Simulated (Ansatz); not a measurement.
Ansatz input

```yaml
crystal:
  lattice:
    - [0.0, 3.3464940607, 3.3464940607]
    - [3.3464940607, 0.0, 3.3464940607]
    - [3.3464940607, 3.3464940607, 0.0]
  atoms:
    - { symbol: Mg, position: [0.125, 0.125, 0.125] }
    - { symbol: Mg, position: [0.875, 0.875, 0.875] }
hamiltonian:
  xc: lda
  pseudopotentials:
    kind: paw
    azcp:
      Mg: "pseudopotentials/Mg.paw.azcp"
basis:
  ecutwfc: 420
  fft_grid_basis: typed
kpoints:
  mp_grid: { grid: [13, 13, 13], shift: [0, 0, 0] }
magnetization:
  spin_polarized: false
scf:
  occupations: { method: fermi_dirac, width: 0.1 }
```

and its output:

```
Warning: the record states the generating functional pbe (its physics header spells it `PBE`), which answers neither for hamiltonian.xc's functional nor for the lda family's — results may be inconsistent (PPs are generated against a specific XC)
Engine: ansatz 0.2.0, x86_64-unknown-linux-gnu
Pseudopotentials: kind: paw
Pseudopotential: Mg, paw, valence charge 10, recommended cutoff 420 eV (normal) 
Functional definition: SPW92
  exchange = slater_x
  correlation = pw_c
Crystal: 2 atoms, lattice volume = 74.955 Å³
Basis set: ecut = 420 eV, 1459 PW (Γ)
Bands: 14, of which v1, the nominal top of the filled ones, is band 10 counted from 1 (9 counted from 0)
Symmetry: 48 space group operations
Space group: Fd-3m (ITA 227), of the structure as read, at distance tolerance 4.2e-5 Å
k-points: 84 of 2197
Non-local potential: Mg, projectors of the file, l = 0: 3, l = 1: 2, l = 2: 1
PAW form: soft (Blöchl's): semilocal exchange-correlation on the pseudo side does not see the compensation charge
PAW frozen core: Mg, regenerated for the run's functional, and the local potential with it (the file was generated under x = pbe(κ = 0.804, μ = 0.2195149727645171), c = pbe(β = 0.06672455060314922))
PAW one-centre angular grid: Mg, 110 points (default); XC on 64 Gauss nodes
Initial density: superposition of atomic densities (neutral atoms: chi_scale 0, normalization atom), corrected by the library's trained network
Initial wavefunctions: pseudopotential atomic-orbital guess
Functional: x = slater, c = lda
SCF iter   1: F=—  HF=-3801.618525 eV  |F-HF|=—  |Δ(HF+E_count)|=         —  Δρ=4.48e-3  dr2=4.99e-3  ethr=1.77e-3  ⟨swp⟩=5.8  Hψ=6324  notcnv=0
SCF iter   2: F=—  HF=-3801.611704 eV  |F-HF|=—  |Δ(HF+E_count)|=   6.82e-3  Δρ=1.66e-3  dr2=1.24e-3  ethr=2.49e-5  ⟨swp⟩=2.0  Hψ=2571  notcnv=0
SCF iter   3: F=—  HF=-3801.611295 eV  |F-HF|=—  |Δ(HF+E_count)|=   4.09e-4  Δρ=4.65e-4  dr2=3.33e-4  ethr=6.19e-6  ⟨swp⟩=2.0  Hψ=1846  notcnv=0
SCF iter   4: F=—  HF=-3801.611224 eV  |F-HF|=—  |Δ(HF+E_count)|=   7.10e-5  Δρ=9.25e-5  dr2=1.73e-5  ethr=1.66e-6  ⟨swp⟩=2.0  Hψ=1337  notcnv=0
SCF iter   5: F=—  HF=-3801.611221 eV  |F-HF|=—  |Δ(HF+E_count)|=   2.80e-6  Δρ=4.23e-5  dr2=1.21e-6  ethr=8.65e-8  ⟨swp⟩=2.1  Hψ=1387  notcnv=0
SCF iter   6: F=—  HF=-3801.611222 eV  |F-HF|=—  |Δ(HF+E_count)|=   6.56e-7  Δρ=9.25e-6  dr2=1.37e-7  ethr=6.04e-9  ⟨swp⟩=2.9  Hψ=1945  notcnv=0
SCF iter   7: F=-3801.611222 eV  HF=-3801.611222 eV  |F-HF|=1.21e-9  |Δ(HF+E_count)|=   4.02e-8  Δρ=8.16e-7  dr2=4.69e-10  ethr=5.00e-10  ⟨swp⟩=2.0  Hψ=2345  notcnv=0
SCF 1 converged in 7 iterations: F = -3801.611222 eV  dr2 = 4.69e-10
SCF converged after 7 iterations
Free energy (F): -3801.611222 eV
Harris-Foulkes:  -3801.611222 eV  (|F-HF|=1.21e-9)
Internal energy: -3801.568656 eV  (E = F + TS)
E sigma→0 (E₀):  -3801.589939 eV
Entropy (-TS):   -0.042566 eV (-21.283 meV/atom)
Fermi energy:    2.038190 eV
--- Per-component energies (eV) ---
  E_band       = -787.828470
  E_kinetic    = 148.082732
  E_local      = -3775.571385  (includes V_loc(G=0)·N_el)
  E_nonlocal   = 194.968772
  E_hartree    = 1387.356619
  E_xc         = -54.077278
  E_vxc        = -70.283805  (∫ρ·V_xc dr)
  E_paw        = -543.685108  (= ΣΔE_a)
  E_vpaw       = -59.737840  (= ΣTr[D̂ρ^β])
  E_aug_tail   = 0.000001  (compensation charges beyond the density's cutoff)
  E_ewald      = -1158.943968
  E_core_change = 0.300959  (= ΣΔE_core)
  E_smearing   = -0.042566  (= −TS)
  E_closure    = 0.000000  (closes the sum)
  Σ components = -3801.611222   (vs F -3801.611222, Δ=0.00e0)
```

Launched by

```sh
ansatz run input.yaml --threads 2 --pin off --max-ram 5120MiB --backend cpu --events-out ev --progress --plain --runs-dir out
```

On 2 threads of Intel(R) Xeon(R) Platinum 8559C (Emerald Rapids) (shared host) this took about 0.95 s of wall time and 1.7 s of CPU time.
